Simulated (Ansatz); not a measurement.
Consider the following.

TiN (rock salt)

```cif
data_NTi
_chemical_formula_sum 'N1 Ti1'
_space_group_name_H-M_alt 'P 1'
_space_group_IT_number 1
_cell_length_a 2.99341
_cell_length_b 2.99341
_cell_length_c 2.99341
_cell_angle_alpha 60.000
_cell_angle_beta 60.000
_cell_angle_gamma 60.000
loop_
_space_group_symop_operation_xyz
  'x, y, z'
loop_
_atom_site_label
_atom_site_type_symbol
_atom_site_fract_x
_atom_site_fract_y
_atom_site_fract_z
_atom_site_occupancy
N1 N 0.00000 0.00000 0.00000 1
Ti1 Ti 0.50000 0.50000 0.50000 1
```

E(V) scan at fixed shape, V₀ the volume above. Symmetry pins the atoms to their sites.

Level of theory: r2SCAN (plane waves to 500 eV, PAW, scalar-relativistic; Ansatz, an electronic-structure program). k mesh 19×19×19 (Γ-centred), Fermi-Dirac smearing 0.05 eV. E stands for the smeared free energy. Compression counts positive. The PAW data are Ansatz's earlier set. TiN is run without spin polarisation. TiN was relaxed with its symmetry unable to fall. The zero of ΔE is the relaxed starting cell.

The scan covers V/V₀ from 0.840 to 1.160 in 13 points.

Question: What is the fitted pressure derivative B₀′?

Answer: 4.2.

Question: What bulk modulus B₀ follows from a third-order Birch-Murnaghan fit?

Answer: 295 GPa.

(Under strain, the slope of the energy per volume gives the stress and its curvature an elastic modulus.)
